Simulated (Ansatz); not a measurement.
HfC:
```xyz
2
Lattice="2.8874 0.0000 0.0000 0.0000 2.8874 0.0000 0.0000 0.0000 2.8874" Properties=species:S:1:pos:R:3 pbc="T T T"
Hf     0.0000     0.0000     0.0000
C      1.4437     1.4437     1.4437
```

Relaxed with r²SCAN. Special points in fractions of this cell's reciprocal vectors: Γ (0.000, 0.000, 0.000); X (0.000, 0.500, 0.000); M (0.500, 0.500, 0.000); R (0.500, 0.500, 0.500).

Task: List the band energies nearest the Fermi level at these points for DFT-r²SCAN in the program Ansatz with PAW potentials.

Result: In eV from the Fermi level; about four levels below and three above (degenerate sets whole), none deeper than 8.9 eV; … stands for higher levels left out; points with the same levels are listed once.

```json
[
 {"k": "Γ", "below": "-1.96 -1.96", "above": "1.11 1.11 1.11"},
 {"k": "X", "below": "-7.07 -1.17 -1.17 -0.71", "above": "6.94 7.10 …"},
 {"k": "M", "below": "-2.87 -2.87 -1.07", "above": "2.06 3.26 3.26"},
 {"k": "R", "below": "-7.79 -5.90 -5.90 -5.90", "above": "9.21 9.21 …"}
]
```

Space group Pm-3m (CsCl type). A made-up cell: these elements were put on the sites of a structure type; neither database checked (COD, Materials Project) lists it. It is not the phase usual at ambient conditions (space group No. 225). The r²SCAN relaxation kept the symmetry of its start. At this level the phase is mechanically unstable. No spin polarisation was allowed. Scalar-relativistic: spin–orbit coupling is off unless named, which matters more the heavier the elements.

Potentials: the earlier of the program's two PAW sets.
